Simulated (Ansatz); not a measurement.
**Ta₂W: stable or not**

It was reached by relaxing an invented guess, and it needn't be the stable form of this composition.

The calculation used Ansatz, DFT PBE, scalar-relativistic, plane waves, PAW. Plane waves to 420 eV, a 20×20×20 mesh through Γ for the 3-atom cell and 0.10 eV Gaussian smearing; no spin polarisation.

```cif
data_structure
_symmetry_space_group_name_H-M 'I4/mmm'
_symmetry_Int_Tables_number 139
_cell_length_a 3.2586
_cell_length_b 3.2586
_cell_length_c 9.8673
_cell_angle_alpha 90.000
_cell_angle_beta 90.000
_cell_angle_gamma 90.000
_cell_volume 104.77
loop_
_atom_site_label
_atom_site_type_symbol
_atom_site_symmetry_multiplicity
_atom_site_Wyckoff_symbol
_atom_site_fract_x
_atom_site_fract_y
_atom_site_fract_z
_atom_site_occupancy
Ta1 Ta 4 e 0.50000 0.50000 0.16089 1
W1 W 2 a 0.00000 0.00000 0.00000 1
```

The zero of energy is the elements' standard structures at the same level; no fitted shifts are applied.

Problem. These tests were run: energy against the elements; phonons at Γ; elastic tensor. What do they show?

Solution.

```tsv
test	result
energy against the elements	−0.07 eV/atom
phonons at Γ	lowest optical mode 145 cm⁻¹
elastic tensor	least eigenvalue 66 GPa
```

It fails none of these tests. Whether a mixture of other phases lies lower isn't tested here. Phonons away from Γ weren't computed.

Spin–orbit coupling, which can matter for Ta and W, is left out. The run for the phonons used a 20×20×20 k mesh and Fermi–Dirac smearing of 0.15 eV. The run for the elastic tensor used a 20×20×20 k mesh and Fermi–Dirac smearing of 0.15 eV.
